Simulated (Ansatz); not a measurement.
MoRu:
```yaml
crystal:
  lattice:
    - [2.75337, 0.00000, 0.00000]
    - [-1.37668, 2.38449, 0.00000]
    - [0.00000, 0.00000, 4.42559]
  atoms:
    - { symbol: Mo, position: [0.66667, 0.33333, 0.00000] }
    - { symbol: Ru, position: [0.33333, 0.66667, 0.50000] }
```

Relaxed with r²SCAN. Special points in fractions of this cell's reciprocal vectors: Γ (0.000, 0.000, 0.000); M (0.500, 0.000, 0.000); K (0.333, 0.333, 0.000); A (0.000, 0.000, 0.500); L (0.500, 0.000, 0.500); H (0.333, 0.333, 0.500).

Question: List the band energies nearest the Fermi level at these points for plane-wave PAW r²SCAN with spin–orbit coupling (Ansatz code).

Answer: In eV from the Fermi level; about four levels below and three above (degenerate sets whole), none deeper than 8.9 eV; points with the same levels are listed once.

| k | below | above |
|---|---|---|
| Γ | -0.35 -0.35 -0.30 -0.30 | 1.63 1.63 3.04 3.04 |
| M | -1.10 -1.10 -0.46 -0.46 | 1.85 1.85 3.63 3.63 |
| K | -2.48 -2.37 -1.53 -1.46 | 0.00 0.07 2.07 |
| A | -1.47 -1.47 -1.41 -1.41 | 1.30 1.30 1.32 1.32 |
| L | -3.65 -3.65 -0.73 -0.73 | 0.90 0.90 1.05 1.05 |
| H | -1.32 -1.29 -0.23 -0.03 | 0.02 0.13 2.23 |

Space group P-6m2. The first step of the workflow began from a Materials Project structure, measured or hypothetical; the Crystallography Open Database copy checked does not list it. With Mo and Ru taken as one species the cell has the higher symmetry P6_3/mmc, so it may be an ordered model of a mixed-site phase. Its standing as an ambient phase is unchecked. The r²SCAN relaxation kept the symmetry of its start; of distortions, only those at the zone centre were tested. The run is not spin-polarised.

Potentials: the later of the program's two PAW sets.
